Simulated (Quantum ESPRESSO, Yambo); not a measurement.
CsLiBr2: DFT and GW levels

Space group P4/nmm, origin choice 1 (No. 129); a = 5.1812 Å, b = 5.1812 Å, c = 9.9301 Å, α = 90.00°, β = 90.00°, γ = 90.00°

| atom | site | symmetry | x | y | z |
|---|---|---|---|---|---|
| Li | 2c | 4mm | 0.5000 | 0.0000 | 0.0825 |
| Br | 2c | 4mm | 0.5000 | 0.0000 | 0.3341 |
| Br | 2a | -4m2 | 0.0000 | 0.0000 | 0.0000 |
| Cs | 2c | 4mm | 0.0000 | 0.5000 | 0.3000 |

The geometry is that of Materials Project entry mp-23057, symmetrised and not relaxed again.

Starting point: norm-conserving PBEsol (Quantum ESPRESSO, 74 Ry, scalar-relativistic). G0W0 in Yambo: 2×2×1 Γ-centred k mesh, bands 3 to 471 and a 8 Ry block in the screening, 471 bands in G with the Bruneval-Gonze terminator, plasmon pole fitted at 27.2 eV.

```json
{
 "PBEsol gap along the band path": "4.14 eV",
 "PBEsol gap between the mesh's edge points (M → Γ)": "4.14 eV",
 "G0W0 gap between the same points": "6.34 eV",
 "PBEsol smallest direct gap on the mesh (at Γ)": "4.42 eV",
 "G0W0 direct gap at that point": "6.71 eV"
}
```

```csv
k point,band,E PBEsol (eV),E QP (eV),shift (eV),Z
Γ,VB,-0.28,-1.89,-1.61,0.82
Γ,CB,4.14,4.82,0.68,0.86
X,VB,-0.61,-2.29,-1.68,0.82
X,CB,6.17,6.84,0.67,0.85
M,VB,0.00,-1.53,-1.53,0.82
M,CB,5.09,5.84,0.75,0.86
```

Energies count from the PBEsol valence-band maximum.

Nearest settings tried, and what they do to the gap: 292 bands in W, 292 bands in G: -54 meV; 7 Ry block (543 vectors against 701): -40 meV. Not varied: mesh. So the settings aren't converged at that level. The k mesh is coarse.

Spin-orbit splittings are left out.

The structure is a Materials Project entry; no match was found in the copy of COD used, and its stability was not checked.
